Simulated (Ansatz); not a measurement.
AlN (zinc blende, F-43m), plane-wave PAW PBEsol (Ansatz code). The conduction-band minimum lies at X, with 3 equivalent valleys. Second derivatives d²E/dk² of the lowest band at one valley (eV·Å²), along Cartesian directions:

```json
[
 {"direction": "[100]", "d²E/dk²": "14.60"},
 {"direction": "[010]", "d²E/dk²": "23.89"},
 {"direction": "[001]", "d²E/dk²": "23.89"},
 {"direction": "[110]", "d²E/dk²": "19.24"},
 {"direction": "[101]", "d²E/dk²": "19.24"},
 {"direction": "[011]", "d²E/dk²": "23.88"}
]
```

Find the principal effective masses, the density-of-states mass and the conductivity mass.

Off-diagonal terms follow from H_xy = H[110] − (H_xx + H_yy)/2, and m*/mₑ = 7.620 eV·Å² over each eigenvalue: 0.32, 0.32, 0.52. One valley's DOS mass (m₁m₂m₃)^(1/3) = 0.38, conductivity mass 3/(Σ 1/mᵢ) = 0.37 mₑ.

What effective density of states Nc follows at 300 K for parabolic valleys?

Nc = 2.509e19 × 3 × (0.38)^(3/2) ≈ 1.8e19 cm⁻³.

The cell was relaxed with PBEsol under the symmetry of its start.

Potentials: the later of the program's two PAW sets.

Edges and masses are those of Kohn–Sham bands, whose gap is no quasiparticle gap.
